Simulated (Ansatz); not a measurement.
With plane-wave PAW PBE (Ansatz code), SiB₂Mo₂ in the orthorhombic phase (Cmmm; Si on 2a, Mo on 4j, B on 4i) relaxes to a = 3.062 Å, b = 11.182 Å, c = 3.141 Å. Against the elements it lies at -0.35 eV/atom, with no fitted shifts.

Electronic character: metallic (no gap).

An equation-of-state fit gives a bulk modulus of 254 GPa.

The start of the workflow was typed in or built on a structure type; neither database checked (COD, Materials Project) lists it. Whether it is the stable phase at ambient conditions was not checked. The cell was relaxed with PBE under the symmetry of its start; its stability against distortions is not shown here. No spin polarisation was allowed. The references are the lowest solids computed at this level, not always the standard phases. Spin–orbit coupling is left out wherever it is not named.

Potentials: the later of the program's two PAW sets.
